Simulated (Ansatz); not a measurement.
TeO3:
```cif
data_O3Te
_chemical_formula_sum 'Te1 O3'
_space_group_name_H-M_alt 'P 1'
_space_group_IT_number 1
_cell_length_a 3.76012
_cell_length_b 3.76012
_cell_length_c 3.76012
_cell_angle_alpha 90.000
_cell_angle_beta 90.000
_cell_angle_gamma 90.000
loop_
_space_group_symop_operation_xyz
  'x, y, z'
loop_
_atom_site_label
_atom_site_type_symbol
_atom_site_fract_x
_atom_site_fract_y
_atom_site_fract_z
_atom_site_occupancy
Te1 Te 0.00000 0.00000 0.00000 1
O1 O 0.50000 0.00000 0.00000 1
O2 O 0.00000 0.00000 0.50000 1
O3 O 0.00000 0.50000 0.00000 1
```

Relaxed with r²SCAN.

Q: Tabulate the valence density and the electron localisation function along the shortest Te–O contact (1.88 Å), r²SCAN in the plane-wave PAW code Ansatz.

A: 

| distance from Te (Å) | density (e/Å³) | ELF |
|---|---|---|
| 0.19 | 16.62 | 0.01 |
| 0.28 | 13.64 | 0.02 |
| 0.38 | 10.32 | 0.03 |
| 0.47 | 7.20 | 0.06 |
| 0.56 | 4.62 | 0.12 |
| 0.66 | 2.77 | 0.18 |
| 0.75 | 1.64 | 0.24 |
| 0.85 | 1.11 | 0.31 |
| 0.94 | 0.98 | 0.40 |
| 1.03 | 1.09 | 0.54 |
| 1.13 | 1.34 | 0.67 |
| 1.22 | 1.74 | 0.74 |
| 1.32 | 2.36 | 0.75 |
| 1.41 | 3.25 | 0.70 |
| 1.50 | 4.41 | 0.62 |
| 1.60 | 5.79 | 0.49 |
| 1.69 | 7.21 | 0.36 |

The density is the valence pseudo-density with augmentation charge, so density and ELF within about 1 Å of a nucleus are not all-electron values.

Space group Pm-3m (ReO3 type). The start of the workflow was typed in or built on a structure type; neither database checked (COD, Materials Project) lists it. COD files the formula under space group No. 167. Whether it is the stable phase at ambient conditions was not checked. The r²SCAN relaxation kept the symmetry of its start; its stability against distortions is not shown here. Spin–orbit coupling is left out wherever it is not named.

Potentials: the earlier of the program's two PAW sets.
